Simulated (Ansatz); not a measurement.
Field gradients at the nuclei in Mg2Sc3CrS8

The cell is a computed structure from the Materials Project (it need not be an observed phase).

Space group R-3m:H (No. 166); a = 7.4915, c = 18.2246 Å, γ = 120.00°.

| site | Wyckoff | site symmetry | x | y | z |
| --- | --- | --- | --- | --- | --- |
| Mg | 6c | 3m | 0.0000 | 0.0000 | 0.1254 |
| Sc | 9e | .2/m | 0.6667 | 0.8333 | 0.3333 |
| Cr | 3b | -3m | 0.0000 | 0.0000 | 0.5000 |
| S7 | 18h | .m | 0.3040 | 0.1520 | 0.4183 |
| S9 | 6c | 3m | 0.0000 | 0.0000 | 0.7422 |

One atom of each set is listed; the run and its k-mesh use a cell of 14 atoms with edges of 7.46, 7.46, 7.46 Å.

Method: Kohn–Sham DFT in Ansatz, PBE+U (U = 2.5 eV on Cr d), plane waves and PAW, scalar-relativistic, collinear spin, 420 eV cutoff, Γ-centred 5×5×5 k-points, Fermi–Dirac smearing 0.02 eV. Start moments as typed (μB): 3 on each Cr, none on the rest.

C_Q = eQV_zz/h, which is 24.18 MHz for Q = 1 b and V_zz = 10²¹ V/m²; η = (V_xx − V_yy)/V_zz.

25Mg: I = 5/2, Q = 199.4 mb; ⁴⁵Sc: I = 7/2, Q = -220.0 mb; ⁵³Cr: I = 3/2, Q = -150.0 mb; ³³S: I = 3/2, Q = -69.40 mb. Nuclear quadrupole moments: year-2017 set (Pyykkö).

Problem. Give the quadrupolar parameters of the distinct sites.

Solution. 

```csv
site,atoms,first shell,V_zz (10²¹ V/m²),η,C_Q (MHz)
Mg,2,4 S at 2.41–2.47 Å,0.12,0.00,0.566
Sc,3,6 S at 2.56–2.59 Å,0.90,0.24,-4.76
Cr,1,6 S at 2.47 Å,0.49,0.00,-1.77
S7,6,"1 Mg at 2.47 Å, 1 Cr at 2.47 Å, 2 Sc at 2.59 Å",5.29,0.47,-8.87
S9,2,"1 Mg at 2.41 Å, 3 Sc at 2.56 Å",1.54,0.00,-2.58
```

An axis of threefold or higher order runs through Mg, Cr and S9, so V_zz lies along it and η is zero.

All moments are parallel here, as the start or the cell imposes; many such compounds order antiparallel, where fields and spin densities carried over to other atoms largely cancel. The magnetic order is the one that the run reached from its start moments, not necessarily the measured one.
